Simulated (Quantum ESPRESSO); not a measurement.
pw.x input (Quantum ESPRESSO 7.5; PBEsol, PseudoDojo standard norm-conserving files, fully relativistic):

```
&CONTROL
  calculation = 'scf'
  pseudo_dir = './pseudo'
  outdir = './out'
  tprnfor = .true.
  tstress = .true.
/
&SYSTEM
  ibrav = 0
  nat = 4
  ntyp = 2
  ecutwfc = 84.0
  ecutrho = 336.0
  occupations = 'smearing'
  smearing = 'fd'
  degauss = 0.002
  nbnd = 48
  noncolin = .true.
  lspinorb = .true.
/
&ELECTRONS
  conv_thr = 4e-10
/
ATOMIC_SPECIES
O 15.9990 O.upf
Sn 118.7100 Sn.upf
CELL_PARAMETERS angstrom
  3.831643302000   0.000000000000   0.000000000000
  0.000000000000   3.831643302000   0.000000000000
  0.000000000000   0.000000000000   4.740221384000
ATOMIC_POSITIONS crystal
O   0.500000000000   0.500000000000   0.000000000000
O   0.000000000000   0.000000000000   0.000000000000
Sn   0.000000000000   0.500000000000   0.244860558500
Sn   0.500000000000   0.000000000000   0.755139441500
K_POINTS automatic
8 8 6 0 0 0
```

End of the output:

```

[...]
     the Fermi energy is    10.0785 ev
!    total energy              =    -380.48200776 Ry
     estimated scf accuracy    <          1.5E-10 Ry
     smearing contrib. (-TS)   =      -0.00004931 Ry
     internal energy E=F+TS    =    -380.48195845 Ry
     The total energy is F=E-TS. E is the sum of the following terms:
     one-electron contribution =    -130.44521702 Ry
     hartree contribution      =      93.17736096 Ry
     xc contribution           =    -103.84705988 Ry
     ewald contribution        =    -239.36704251 Ry
     convergence has been achieved in  12 iterations
     Forces acting on atoms (cartesian axes, Ry/au):
     atom    1 type  1   force =     0.00000000    0.00000000    0.00000000
     atom    2 type  1   force =     0.00000000    0.00000000    0.00000000
     atom    3 type  2   force =     0.00000000    0.00000000   -0.01129416
     atom    4 type  2   force =     0.00000000    0.00000000    0.01129416
     Total force =     0.015972     Total SCF correction =     0.000110
     Computing stress (Cartesian axis) and pressure
          total   stress  (Ry/bohr**3)                   (kbar)     P=      -19.54
  -0.00014591   0.00000000   0.00000000          -21.46        0.00        0.00
   0.00000000  -0.00014591   0.00000000            0.00      -21.46        0.00
   0.00000000   0.00000000  -0.00010667            0.00        0.00      -15.69
```

Geometry relaxed with PBE+D3(BJ).
